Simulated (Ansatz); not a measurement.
The start is a generated cell, TiC placed in the NiAs structure type. The structure is fully relaxed (lattice and positions, P = 0) with r2SCAN (plane waves to 500 eV, PAW, scalar-relativistic; Ansatz, a first-principles code). The first steps use a coarse 7×7×4 k-mesh.

Starting cell:
```yaml
crystal:
  lattice:
    - [3.99022, 0.00000, 0.00000]
    - [-1.99511, 3.45563, 0.00000]
    - [0.00000, 0.00000, 5.56138]
  atoms:
    - { symbol: Ti, position: [0.00000, 0.00000, 0.00000] }
    - { symbol: Ti, position: [0.00000, 0.00000, 0.50000] }
    - { symbol: C, position: [0.33333, 0.66667, 0.25000] }
    - { symbol: C, position: [0.66667, 0.33333, 0.75000] }
```

Q: What pressure does the first self-consistent step give?

A: -37 GPa (negative: the cell is under tension).

Q: By how much does the energy per atom fall from start to end?

A: 2.04 eV/atom.

Q: How does the volume change?

A: -44.0 %, from 19.17 to 10.73 Å³/atom.

The space group stays P6₃/mmc (No. 194) (the run could not lower it); the end is NiAs type, with 4 atoms in the primitive cell. Final values are on a 18×18×9 k-mesh of the relaxed cell. No spin polarisation in the result.

The run could not lose the symmetry of its start: the end is stationary, and may be a saddle point rather than a minimum.

All atoms sit on sites fixed by symmetry, so only the cell could relax.

The relaxed structure here is a generated cell of TiC: the first start was made by placing the elements on the sites of a structure type, and the end was not matched to a known phase here, so it may be hypothetical. Known forms of TiC include space group No. 225.
